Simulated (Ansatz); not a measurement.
The relaxed structure here is a generated cell of VGe: the first start was made by placing the elements on the sites of a structure type, and the end was not matched to a known phase here, so it may be hypothetical.

A relaxed structure of VGe. Computed with r2SCAN (plane waves to 500 eV, PAW, scalar-relativistic; Ansatz, a first-principles code).

```cif
data_Ge3V3
_chemical_formula_sum 'V3 Ge3'
_space_group_name_H-M_alt 'P 1'
_space_group_IT_number 1
_cell_length_a 5.16394
_cell_length_b 5.16394
_cell_length_c 4.22913
_cell_angle_alpha 90.000
_cell_angle_beta 90.000
_cell_angle_gamma 120.000
loop_
_space_group_symop_operation_xyz
  'x, y, z'
loop_
_atom_site_label
_atom_site_type_symbol
_atom_site_fract_x
_atom_site_fract_y
_atom_site_fract_z
_atom_site_occupancy
V1 V 0.50000 0.00000 0.00000 1
V2 V 0.50000 0.50000 0.00000 1
V3 V 0.00000 0.50000 0.00000 1
Ge1 Ge 0.00000 0.00000 0.00000 1
Ge2 Ge 0.33333 0.66667 0.50000 1
Ge3 Ge 0.66667 0.33333 0.50000 1
```

### Question
Determine the symmetry and give the standard cell with its independent sites.

### Answer
Space group P6/mmm (No. 191); a = 5.164 Å, b = 5.164 Å, c = 4.229 Å, α = 90.00°, β = 90.00°, γ = 120.00°

```csv
atom,site,symmetry,x,y,z
V,3f,mmm,0.0000,0.5000,0.0000
Ge,1a,6/mmm,0.0000,0.0000,0.0000
Ge,2d,-6m2,0.3333,0.6667,0.5000
```

This is the AFLOW prototype AB_hP6_191_f_ad (B35, as in CoSn).

### Question
Give the shortest distances between elements (the closest pairs, up to four, under 3.6 Å).

### Answer
V–V 2.58 Å; Ge–V 2.58 Å; Ge–Ge 2.98 Å.

The volume per atom is 16.28 Å³. The band gap comes out as zero (metallic) and the magnetic moment comes out as zero (the starting moments vanished).

No spin polarisation in the result: the starting moments vanished. The relaxed primitive cell holds an odd number of electrons. A magnetic state may lie lower.

The run could not lose the symmetry of its start: the end is stationary, and may be a saddle point rather than a minimum.

All atoms sit on sites fixed by symmetry, so only the cell could relax.
